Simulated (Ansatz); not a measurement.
BaMgF4 in space group Cmc2_1 (No. 36; Pearson symbol oS24), plane-wave PAW PBEsol (Ansatz code). The conduction-band minimum lies at Γ, with 1 equivalent valley. Second derivatives d²E/dk² of the lowest band at one valley (eV·Å²), along Cartesian directions:

```json
[
 {"direction": "[100]", "d²E/dk²": "13.62"},
 {"direction": "[010]", "d²E/dk²": "15.76"},
 {"direction": "[001]", "d²E/dk²": "14.65"},
 {"direction": "[110]", "d²E/dk²": "14.69"},
 {"direction": "[101]", "d²E/dk²": "14.14"},
 {"direction": "[011]", "d²E/dk²": "15.20"}
]
```

Q: Find the principal effective masses, the density-of-states mass and the conductivity mass.

A: Off-diagonal terms follow from H_xy = H[110] − (H_xx + H_yy)/2, and m*/mₑ = 7.620 eV·Å² over each eigenvalue: 0.48, 0.52, 0.56. One valley's DOS mass (m₁m₂m₃)^(1/3) = 0.52, conductivity mass 3/(Σ 1/mᵢ) = 0.52 mₑ.

Q: What effective density of states Nc follows at 300 K for parabolic valleys?

A: Nc = 2.509e19 × 1 × (0.52)^(3/2) ≈ 9.4e18 cm⁻³.

Q: With the computed static dielectric constant 12.0 (mean of the diagonal), estimate a hydrogenic donor's binding energy and radius.

A: E = 13.606 eV × 0.52/12.0² ≈ 49 meV; a = 0.529 Å × ε/m* ≈ 12 Å. Semilocal masses tend to be too small when the gap is underestimated.

The workflow started from a Materials Project entry (that database holds measured and hypothetical structures alike); the Crystallography Open Database files this formula in space group No. 36, but the cells were not matched. Its standing as an ambient phase is unchecked. The PBEsol relaxation kept the symmetry of its start; whether a distortion lowers the energy is not shown. Scalar-relativistic: spin–orbit coupling is off unless named, which matters more the heavier the elements.

Potentials: the later of the program's two PAW sets.
